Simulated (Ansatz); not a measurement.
Rutile alloy of SnO2 and TiO2 (9 of 24 Sn sites exchanged), 72 atoms

Ansatz, PAW, plane waves. PBEsol relaxation of cell lengths and atoms (angles held) at the single k point (¼, ¼, ¼) without its symmetry partners; single points on the relaxed atoms at the Γ point alone, onto which points of the small cell's zone fold. Arrangement: quasirandom. No spin–orbit coupling unless named.

Relaxed structure:

```yaml
crystal:
  lattice:
    - [9.41962, 0.00000, 0.00000]
    - [0.00000, 9.41325, 0.00000]
    - [0.00000, 0.00000, 9.35055]
  atoms:
    - { symbol: Sn, position: [0.99628, 0.00012, 0.00409] }
    - { symbol: Sn, position: [0.99766, 0.99721, 0.66168] }
    - { symbol: Sn, position: [0.99737, 0.49943, 0.33259] }
    - { symbol: Sn, position: [0.50574, 0.99973, 0.00449] }
    - { symbol: Sn, position: [0.50206, 0.99895, 0.66219] }
    - { symbol: Sn, position: [0.50422, 0.50017, 0.00148] }
    - { symbol: Sn, position: [0.50530, 0.50122, 0.33311] }
    - { symbol: Sn, position: [0.50260, 0.50228, 0.66414] }
    - { symbol: Sn, position: [0.24674, 0.25112, 0.16776] }
    - { symbol: Sn, position: [0.24808, 0.24963, 0.49820] }
    - { symbol: Sn, position: [0.24887, 0.25142, 0.83289] }
    - { symbol: Sn, position: [0.24613, 0.74916, 0.16864] }
    - { symbol: Sn, position: [0.24731, 0.74885, 0.83174] }
    - { symbol: Sn, position: [0.75364, 0.25224, 0.83329] }
    - { symbol: Sn, position: [0.75377, 0.75122, 0.49855] }
    - { symbol: Ti, position: [0.99825, 0.99995, 0.33535] }
    - { symbol: Ti, position: [0.99114, 0.50316, 0.99428] }
    - { symbol: Ti, position: [0.98840, 0.49064, 0.67121] }
    - { symbol: Ti, position: [0.48816, 0.98490, 0.33118] }
    - { symbol: Ti, position: [0.24168, 0.74219, 0.50639] }
    - { symbol: Ti, position: [0.75320, 0.24849, 0.17298] }
    - { symbol: Ti, position: [0.74261, 0.24062, 0.48658] }
    - { symbol: Ti, position: [0.75647, 0.75332, 0.16529] }
    - { symbol: Ti, position: [0.74619, 0.74925, 0.83903] }
    - { symbol: O, position: [0.15299, 0.15000, 0.00007] }
    - { symbol: O, position: [0.14246, 0.15200, 0.33321] }
    - { symbol: O, position: [0.15411, 0.14750, 0.66540] }
    - { symbol: O, position: [0.14418, 0.65093, 0.99956] }
    - { symbol: O, position: [0.15483, 0.65206, 0.34218] }
    - { symbol: O, position: [0.14953, 0.65296, 0.65685] }
    - { symbol: O, position: [0.66070, 0.15332, 0.00906] }
    - { symbol: O, position: [0.65647, 0.15739, 0.33158] }
    - { symbol: O, position: [0.65879, 0.15444, 0.65643] }
    - { symbol: O, position: [0.65800, 0.65887, 0.99890] }
    - { symbol: O, position: [0.66259, 0.65191, 0.32359] }
    - { symbol: O, position: [0.65539, 0.65797, 0.67579] }
    - { symbol: O, position: [0.35081, 0.34481, 0.00056] }
    - { symbol: O, position: [0.34441, 0.35272, 0.33330] }
    - { symbol: O, position: [0.35035, 0.34582, 0.66515] }
    - { symbol: O, position: [0.34810, 0.84755, 0.00121] }
    - { symbol: O, position: [0.34976, 0.84567, 0.33968] }
    - { symbol: O, position: [0.34397, 0.84639, 0.65702] }
    - { symbol: O, position: [0.85008, 0.35147, 0.00843] }
    - { symbol: O, position: [0.84281, 0.34408, 0.33297] }
    - { symbol: O, position: [0.85072, 0.34953, 0.66016] }
    - { symbol: O, position: [0.84153, 0.84547, 0.99987] }
    - { symbol: O, position: [0.85283, 0.84715, 0.32201] }
    - { symbol: O, position: [0.84464, 0.84600, 0.67469] }
    - { symbol: O, position: [0.09389, 0.40821, 0.15785] }
    - { symbol: O, position: [0.09235, 0.40444, 0.50940] }
    - { symbol: O, position: [0.09044, 0.40802, 0.83210] }
    - { symbol: O, position: [0.09574, 0.90671, 0.17568] }
    - { symbol: O, position: [0.09611, 0.89917, 0.48802] }
    - { symbol: O, position: [0.09545, 0.90223, 0.83363] }
    - { symbol: O, position: [0.60386, 0.39687, 0.16664] }
    - { symbol: O, position: [0.60526, 0.39966, 0.49939] }
    - { symbol: O, position: [0.60023, 0.40270, 0.83267] }
    - { symbol: O, position: [0.60080, 0.89799, 0.17681] }
    - { symbol: O, position: [0.60003, 0.90409, 0.48926] }
    - { symbol: O, position: [0.60358, 0.89855, 0.83329] }
    - { symbol: O, position: [0.40364, 0.09301, 0.17801] }
    - { symbol: O, position: [0.40647, 0.09516, 0.48754] }
    - { symbol: O, position: [0.40754, 0.09787, 0.83323] }
    - { symbol: O, position: [0.40319, 0.59824, 0.16660] }
    - { symbol: O, position: [0.40256, 0.60421, 0.49859] }
    - { symbol: O, position: [0.40058, 0.59551, 0.83339] }
    - { symbol: O, position: [0.90055, 0.10065, 0.17563] }
    - { symbol: O, position: [0.89784, 0.09604, 0.48960] }
    - { symbol: O, position: [0.90507, 0.10042, 0.83272] }
    - { symbol: O, position: [0.90213, 0.60295, 0.15778] }
    - { symbol: O, position: [0.90353, 0.59603, 0.50706] }
    - { symbol: O, position: [0.90108, 0.59455, 0.83330] }
```

**Question.** What are the mean bond lengths by pair (pairs within 1.2 times the sum of covalent radii, less contacts 15 % beyond the pair's median; cation–cation pairs of compounds aside; long ionic contacts are cut short by that bound)?

**Answer.** O–Sn 2.061 ± 0.019 Å (standard deviation, 90 bonds); O–Ti 1.974 ± 0.061 Å (standard deviation, 53 bonds).

**Question.** What gap lies between the top filled and the lowest empty level in the single points?

**Answer.** HSE06 3.80 eV (5.2 min on 7 threads of Neoverse-V2); r²SCAN 2.56 eV (32 s on 7 threads of Neoverse-V2).
